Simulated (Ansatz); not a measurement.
**Nb₃Pb: all-electron results**

```xyz
8
Lattice="5.3190 0.0000 0.0000 0.0000 5.3190 0.0000 0.0000 0.0000 5.3190" Properties=species:S:1:pos:R:3 pbc="T T T"
Nb    1.3297    0.0000    2.6595
Nb    2.6595    3.9893    0.0000
Nb    3.9893    0.0000    2.6595
Nb    2.6595    1.3297    0.0000
Nb    0.0000    2.6595    3.9893
Nb    0.0000    2.6595    1.3297
Pb    0.0000    0.0000    0.0000
Pb    2.6595    2.6595    2.6595
```

Atoms are numbered in the order listed.

The cell is COD entry 1522362, as deposited and not checked against the literature; nothing was relaxed.

Spin–orbit coupling is left out, though it moves levels of the heavy atoms by tenths of an eV or more.

All numbers are computed: DFT, PBE, all-electron LAPW, scalar-relativistic (Ansatz 0.2.0); DFT, PBE, PAW with Ansatz's default frozen-core files, scalar-relativistic (Ansatz 0.2.0).

For LAPW: a Γ-centred 6×6×6 k mesh, Fermi–Dirac smearing of 0.05 eV, basis error target 1 meV/atom, no spin polarisation. PAW takes a cutoff of 420 eV at this cell. The Ansatz runs share mesh, smearing and spin set-up. Values come from LAPW unless marked.

| Property | Result |
| --- | --- |
| Pressure at this cell | 4.72 GPa |
| Band gap | none: bands cross the Fermi level, a metal |
| Density of states at the Fermi level (0.2 eV bin) | 13.07 states/eV per cell |
| Löwdin charges (with 0.31 e of the cell spilling out of the atomic basis, so their sizes and signs hang on that basis) | Nb1 0.11, Pb7 -0.19 e |
| Bader charges (from the PAW run) | Nb1 +0.29, Pb7 -0.87 e |
| Volume per atom | 126.9 bohr³ |
